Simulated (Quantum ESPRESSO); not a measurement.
Inputs of pw.x and gipaw.x (a modified build of Quantum ESPRESSO, PBE) for SrCl$_{2}$; the starting potential comes from an earlier run on another mesh:

```
&CONTROL
  calculation = 'scf'
  prefix = 'x'
  pseudo_dir = './pseudo'
  outdir = './out'
  tprnfor = .true.
/
&SYSTEM
  ibrav = 0
  nat = 3
  ntyp = 2
  ecutwfc = 50
  ecutrho = 200
  occupations = 'fixed'
  nbnd = 12
/
&ELECTRONS
  conv_thr = 1e-11
  startingpot = 'file'
/
ATOMIC_SPECIES
Sr 87.620 Sr.GGA_PBE-JTH.UPF
Cl 35.450 Cl.GGA_PBE-JTH.UPF
CELL_PARAMETERS angstrom
    0.000000000000     3.482246275000     3.534742450000
    3.482246275000     0.000000000000     3.534742450000
    3.482246275000     3.482246275000     0.000000000000
ATOMIC_POSITIONS crystal
Sr     0.000000000000     0.000000000000     0.000000000000
Cl     0.750000000000     0.750000000000     0.750000000000
Cl     0.250000000000     0.250000000000     0.250000000000
K_POINTS automatic
4 4 4 1 1 1
```

```
&INPUTGIPAW
  job = 'nmr'
  prefix = 'x'
  tmp_dir = './out/'
  restart_mode = 'from_scratch'
  pawproj(1) = .true.
  pawproj(2) = .true.
  use_nmr_macroscopic_shape = .false.
/
```

The cell was made here from a computed Materials Project entry: strained by +1 % along the cube axis and by -0.5 % across it, atoms relaxed (PBE without dispersion, pw.x of Quantum ESPRESSO, symmetry kept). The parent is SrCl2 in Fm-3m; whether this form has been observed was not checked. Stability against distortions was not tested.

Q: Give the final section of the GIPAW output.

A: 
```
     Total NMR chemical shifts in ppm: ---------------------------------------
     (adopting the Simpson convention for anisotropy and asymmetry)-----------

     Atom  1  Sr  pos: (  0.000000  0.000000  0.000000)  Total sigma:        2939.45
          2936.9838          0.0000          0.0000
             0.0000       2936.9838         -0.0000
            -0.0000         -0.0000       2944.3896

     Sr      1    anisotropy:      7.41    eta:    0.0000
     Sr      1    sigma_11=   2936.98
     Sr      1    sigma_22=   2936.98
     Sr      1    sigma_33=   2944.39

     Atom  2  Cl  pos: (  1.052696  1.052696  1.068565)  Total sigma:         740.84
           742.6636         -0.0000          0.0000
            -0.0000        742.6636         -0.0000
             0.0000         -0.0000        737.1834

     Cl      2    anisotropy:     -5.48    eta:    0.0000
     Cl      2    sigma_11=    742.66
     Cl      2    sigma_22=    742.66
     Cl      2    sigma_33=    737.18

     Atom  3  Cl  pos: (  0.350899  0.350899  0.356188)  Total sigma:         740.84
           742.6636         -0.0000          0.0000
             0.0000        742.6636          0.0000
             0.0000          0.0000        737.1834

     Cl      3    anisotropy:     -5.48    eta:    0.0000
     Cl      3    sigma_11=    742.66
     Cl      3    sigma_22=    742.66
     Cl      3    sigma_33=    737.18
```
The printed anisotropy is 3/2 (σ_33 − σ_iso) in the program's own order; the axes are left out here. Anisotropies that symmetry doesn't fix are less certain than the isotropic values. Shieldings are absolute and leave out the bulk-susceptibility term; a larger σ means a smaller chemical shift. By our sweeps, such settings leave a few ppm in absolute σ on light atoms and up to some 20 ppm from Zn on. No spin–orbit coupling; Sr is the heaviest element present. No d partial waves on Cl: the paramagnetic term there is incompletely reconstructed. Static lattice: thermal averaging is not included.
